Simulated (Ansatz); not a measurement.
## C: computed property card

C:
```cif
data_C2
_chemical_formula_sum 'C2'
_space_group_name_H-M_alt 'P 1'
_space_group_IT_number 1
_cell_length_a 2.45297
_cell_length_b 2.45297
_cell_length_c 3.58539
_cell_angle_alpha 90.000
_cell_angle_beta 90.000
_cell_angle_gamma 120.000
loop_
_space_group_symop_operation_xyz
  'x, y, z'
loop_
_atom_site_label
_atom_site_type_symbol
_atom_site_fract_x
_atom_site_fract_y
_atom_site_fract_z
_atom_site_occupancy
C1 C 0.33333 0.66667 0.00000 1
C2 C 0.66667 0.33333 0.00000 1
```

Space group P6/mmm (No. 191); conventional cell a = 2.4530 Å, b = 2.4530 Å, c = 3.5854 Å, α = 90.00°, β = 90.00°, γ = 120.00°.

Method: DFT-r²SCAN+D4 in the program Ansatz with PAW potentials. Structure relaxed to zero pressure with the same functional. Other levels are named where they apply.

### Cell and energy

```json
{
 "volume_per_atom": "9.34 Å³",
 "density": "2.14 g/cm³"
}
```

### Electronic structure

```json
{
  "electronic_character": "no gap, with almost no states at the Fermi level (zero-gap or semimetallic)",
  "Density of states at the Fermi level": "0.01 states/eV per atom (mean over ±0.08 eV)"
}
```

The workflow started from a Materials Project entry (that database holds measured and hypothetical structures alike); the Crystallography Open Database copy checked does not list it. It is not the phase usual at ambient conditions (space group No. 194, 227). Symmetry was held in the r²SCAN+D4 relaxation; its stability against distortions is not shown here.

Potentials: the later of the program's two PAW sets.
